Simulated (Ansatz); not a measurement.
**Two inputs for Bi₈Te₉**

This input was run with Ansatz:

```yaml
crystal:
  lattice:
    - [2.2414276499, 1.294088857, 34.8960770322]
    - [-2.2414276499, 1.294088857, 34.8960770322]
    - [0.0, -2.588177714, 34.8960770322]
  atoms:
    - { symbol: Bi, position: [0.825388, 0.825388, 0.825388] }
    - { symbol: Bi, position: [0.11762, 0.11762, 0.11762] }
    - { symbol: Bi, position: [0.647499, 0.647499, 0.647499] }
    - { symbol: Bi, position: [0.587875, 0.587875, 0.587875] }
    - { symbol: Bi, position: [0.412125, 0.412125, 0.412125] }
    - { symbol: Bi, position: [0.352501, 0.352501, 0.352501] }
    - { symbol: Bi, position: [0.174612, 0.174612, 0.174612] }
    - { symbol: Bi, position: [0.88238, 0.88238, 0.88238] }
    - { symbol: Te, position: [0.70211, 0.70211, 0.70211] }
    - { symbol: Te, position: [0.532554, 0.532554, 0.532554] }
    - { symbol: Te, position: [0.937442, 0.937442, 0.937442] }
    - { symbol: Te, position: [0.29789, 0.29789, 0.29789] }
    - { symbol: Te, position: [0.467446, 0.467446, 0.467446] }
    - { symbol: Te, position: [0.765073, 0.765073, 0.765073] }
    - { symbol: Te, position: [0.0, 0.0, 0.0] }
    - { symbol: Te, position: [0.234927, 0.234927, 0.234927] }
    - { symbol: Te, position: [0.062558, 0.062558, 0.062558] }
kpoints:
  mp_grid: { grid: [9, 9, 9] }
scf:
  occupations: { method: fermi_dirac, width: 0.05 }
  n_extra_bands: 8
hamiltonian:
  xc: pbesol
  pseudopotentials: { kind: paw }
output:
  forces: true
  stress: true
  populations: true
  efg: { quadrupole_moments_barn: { Bi: -0.516 }, contact_densities: true }
```

It converged. Of its output the block on the nuclei alone is shown, without the SCF iterations, energies, forces and stress (one atom of each set):

```
--- PAW observables at the nuclei: V_zz in 10²¹ V/m², potentials from the cell's mean, atoms counted from 1 ---
  atom   1  Bi V_zz =    +5.624841   η = 0.0000   by run symmetry: allowed   C_q = -70.1802 MHz
            electrostatic potential = -17829.101205 V   contact ρ = 17883892.836884 e/Å³
  atom   2  Bi V_zz =    +1.540512   η = 0.0000   by run symmetry: allowed   C_q = -19.2207 MHz
            electrostatic potential = -17828.169266 V   contact ρ = 17884135.206140 e/Å³
  atom   3  Bi V_zz =    +0.201419   η = 0.0000   by run symmetry: allowed   C_q = -2.5131 MHz
            electrostatic potential = -17828.156467 V   contact ρ = 17884142.505890 e/Å³
  atom   4  Bi V_zz =    -0.220645   η = 0.0000   by run symmetry: allowed   C_q = +2.7529 MHz
            electrostatic potential = -17828.140626 V   contact ρ = 17884137.046572 e/Å³
  atom   9  Te V_zz =    -3.742295   η = 0.0000   by run symmetry: allowed
            electrostatic potential = -8648.069883 V   contact ρ = 1466678.778274 e/Å³
  atom  10  Te V_zz =    -0.631109   η = 0.0000   by run symmetry: allowed
            electrostatic potential = -8648.003537 V   contact ρ = 1466679.513937 e/Å³
  atom  11  Te V_zz =    -4.129389   η = 0.0000   by run symmetry: allowed
            electrostatic potential = -8648.026446 V   contact ρ = 1466679.720075 e/Å³
  atom  14  Te V_zz =    +7.818375   η = 0.0000   by run symmetry: allowed
            electrostatic potential = -8648.209038 V   contact ρ = 1466665.768932 e/Å³
  atom  15  Te V_zz =    +6.573681   η = 0.0000   by run symmetry: allowed
            electrostatic potential = -8648.212257 V   contact ρ = 1466664.123584 e/Å³
```

(1) Can these gradients be trusted, and how do they compare with a run on standard settings?

Answers

(1) As results of these settings, within the limits told below. Against the standard input the change is `hamiltonian.xc`: pbe → pbesol; `scf.n_extra_bands`: not typed → 8. A site carries the number of its first atom; V_zz in 10²¹ V/m².

```csv
site,atom,V_zz standard,η standard,V_zz here,η here
Bi1,1,5.12,0.00,5.62,0.00
Bi2,2,1.57,0.00,1.54,0.00
Bi3,3,0.19,0.00,0.20,0.00
Bi4,4,-0.26,0.00,-0.22,0.00
Te9,9,-3.96,0.00,-3.74,0.00
Te10,10,-0.77,0.00,-0.63,0.00
Te11,11,-4.37,0.00,-4.13,0.00
Te14,14,7.96,0.00,7.82,0.00
Te15,15,6.72,0.00,6.57,0.00
```

The largest change of V_zz is on Bi1, from 5.12 to 5.62. In per cent, |V_zz| changes by +10 on Bi, -6 to -2 on Te (all sites that start above 2). SCF iterations: 11 and 11.

On the reference run: With no gap above 0.1 eV, as in a metal, the gradients converge slowly in k; expect changes of a tenth or more on a denser mesh. Spin–orbit coupling is left out, which shifts gradients on Bi by a few per cent in wide-gap crystals, and can shift them far more where the calculated gap is small or absent, as here.
